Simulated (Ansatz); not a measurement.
TiSiO in space group P4/nmm (No. 129; Ti on 2c, Si on 2a, O on 2c), the program Ansatz at the PBE level (PAW), all energies at zero smearing, with the estimated change up to a 700 eV cutoff added, with one set of potentials and settings (totals compare only within such a set). Cell of 6 atoms (2 Ti, 2 Si, 2 O): -7409.667 eV.

| element | reference phase | E (eV/atom) |
|---|---|---|
| Ti | P6/mmm, 3 atoms in the cell | -2499.6763 |
| Si | Fd-3m, 2 atoms in the cell | -635.8114 |
| O | C2/m, 4 atoms in the cell, spin-polarised | -565.0042 |

Formation energy per atom, worked out: (-7409.667 − 2×(-2499.6763) − 2×(-635.8114) − 2×(-565.0042))/6 = -1.447 eV/atom (-140 kJ per mol of atoms), at 0 K, without zero-point energy or fitted corrections.

The start of the workflow was typed in or built on a structure type; neither database checked (COD, Materials Project) lists it. Whether it is the stable phase at ambient conditions was not checked. The cell was relaxed with PBE under the symmetry of its start; whether a distortion lowers the energy is not shown. The workflow began spin-polarised and lost its moments. The references are the lowest solids computed at this level, not always the standard phases (solids in place of the gases).

Potentials: the earlier of the program's two PAW sets.
